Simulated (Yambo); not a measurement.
Given:

```
WO3
1.0
    3.87209     0.00000     0.00000
    0.00000     7.48009     0.00000
   -0.02336     0.00000     3.87419
O W
6 2
Direct
  0.48382   0.25000   0.01925
  0.51618   0.75000   0.98075
  0.00000   0.50000   0.00000
  0.00000   0.00000   0.00000
  0.98196   0.25000   0.51690
  0.01804   0.75000   0.48310
  0.05713   0.75000   0.94162
  0.94287   0.25000   0.05838
```

Workflow: PBEsol (Quantum ESPRESSO, PseudoDojo norm-conserving, 84 Ry, scalar-relativistic), then G0W0 in Yambo (4×2×4 Γ-centred k mesh, bands 3 to 173 and a 7 Ry block in the screening, 173 bands in G with the Bruneval-Gonze terminator, plasmon pole fitted at 27.2 eV).

Give the PBEsol and G0W0 gaps between the band edges found on this mesh, and say where the edges lie.

Edges: (-0.5, 0, -0.5) → Γ. PBEsol: 1.35 eV; G0W0: 2.67 eV. Nearest settings tried, and what they do to the gap: 6 Ry block (183 vectors against 241): -10 meV; 2×1×2 mesh: -112 meV. Not varied: bands in G, bands in W. So the settings aren't converged at that level. Without spin-orbit coupling, band edges of such heavy elements can be off by tenths of an eV.

Geometry of the Materials Project entry, not relaxed at this level.

The structure is a Materials Project entry; no match was found in the copy of COD used, and its stability was not checked.
